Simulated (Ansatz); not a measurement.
InPd (CsCl type, space group No. 221), DFT-r²SCAN in the program Ansatz with PAW potentials, all energies at zero smearing, with the estimated change up to a 700 eV cutoff added, with one set of potentials and settings (totals compare only within such a set). Cell of 2 atoms (1 In, 1 Pd): -12598.706 eV.

| element | reference phase | E (eV/atom) |
|---|---|---|
| In | I4/mmm, 1 atoms in the cell | -5611.8204 |
| Pd | Fm-3m, 1 atoms in the cell | -6985.7456 |

Formation energy per atom, worked out: (-12598.706 − 1×(-5611.8204) − 1×(-6985.7456))/2 = -0.570 eV/atom (-55 kJ per mol of atoms), at 0 K, without zero-point energy or fitted corrections.

Space group Pm-3m (CsCl type). Symmetry was held in the r²SCAN relaxation; of distortions, only those at the zone centre were tested. No spin polarisation was allowed. The references are the lowest solids computed at this level, not always the standard phases.

Potentials: the later of the program's two PAW sets.
